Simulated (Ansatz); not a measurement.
Input:

Starting cell, BN (wurtzite):

```xyz
8
Lattice="5.1091 0.0000 0.0000 -1.2773 2.2123 0.0000 0.0000 0.0000 4.2246" Properties=species:S:1:pos:R:3 pbc="T T T"
B      1.2773     0.7374     4.2242
B      3.8318     0.7374     4.2242
B      0.0000     1.4749     2.1119
B      2.5545     1.4749     2.1119
N      1.2773     0.7374     2.6416
N      3.8318     0.7374     2.6416
N      0.0000     1.4749     0.5293
N      2.5545     1.4749     0.5293
```

The atoms are displaced by Q × the pattern below (from a DFPT mode at M = (0.5, 0.0, 0.0), largest move 1; Q in Å), at fixed cell. (q is in reciprocal vectors of the primitive cell; the cell shown is doubled to hold the pattern.)

| atom | x | y | z |
|---|---|---|---|
| B1 | -0.443 | -0.256 | -0.859 |
| B2 | 0.443 | 0.256 | 0.859 |
| B3 | -0.443 | -0.256 | 0.859 |
| B4 | 0.443 | 0.256 | -0.859 |
| N5 | -0.087 | -0.050 | -0.781 |
| N6 | 0.087 | 0.050 | 0.781 |
| N7 | -0.087 | -0.050 | 0.781 |
| N8 | 0.087 | 0.050 | -0.781 |

Method: PBE (plane waves to 420 eV, PAW, scalar-relativistic; Ansatz, a quantum-chemistry and plane-wave program). k mesh 15×15×8 (Γ-centred), Fermi-Dirac smearing 0.05 eV. E stands for the smeared free energy. BN was relaxed with its symmetry unable to fall. ΔE is measured from the undisplaced structure.

The scan covers Q from -0.280 to 0.280 Å in 13 points.

Problem. Which space group does the distorted structure have?

Solution. Pmc2_1 (No. 26), lowered from P6_3mc.

Problem. What is the energy change at Q = 0.280 Å?

Solution. 7239 meV/cell.

Problem. What harmonic wavenumber does the curvature at Q = 0 give?

Solution. 825 cm⁻¹.

(For displaced atoms, the force is minus the slope of the energy, and its curvature is a force constant, which sets phonon frequencies.)
